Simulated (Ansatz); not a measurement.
A geometry of ZrO2 away from equilibrium: step 38 of the relaxation of a randomly generated symmetric cell of ZrO2 (space group No. 105). Calculation: r2SCAN (plane waves to 500 eV, PAW, scalar-relativistic; Ansatz, an electronic-structure program). Γ-centred k-mesh 6×6×6 on the run's cell (coarser than for final values), Fermi–Dirac smearing 0.05 eV.

```
CELL_PARAMETERS angstrom
      3.03634     0.00000     0.00000
      0.00000     3.03634     0.00000
      0.00000     0.00000     7.66512
ATOMIC_POSITIONS crystal
  O  0.00000 0.00000 0.84129
  O  0.00000 0.00000 0.34129
  O  0.00000 0.50000 0.08585
  O  0.50000 0.00000 0.58585
  Zr 0.00000 0.50000 0.51866
  Zr 0.50000 0.00000 0.01866
```

**Question.** Which atoms carry the largest force, and which way does it point?

**Answer.** 0.01 eV/Å, on O3, O4 (atoms numbered as listed); on O4 its components are (0.00, 0.00, -0.01).

**Question.** What is the pressure?

**Answer.** +4.6 GPa, compression positive.

**Question.** How much energy per atom can still be gained by relaxing?

**Answer.** 0.07 eV/atom; the path ends in P4₂mc (No. 105).

No spin polarisation in the result. No dispersion correction is included, so spacings between layers, chains or molecules are soft and tend to come out too large.

The run could not lose the symmetry of its start: the end is stationary, and may be a saddle point rather than a minimum.

The end of the path is a generated cell of ZrO2: the first start was made by a random draw of sites in a space group, and the end was not matched to a known phase here, so it may be hypothetical. Known forms of ZrO2 include space group No. 14, 137, 225.
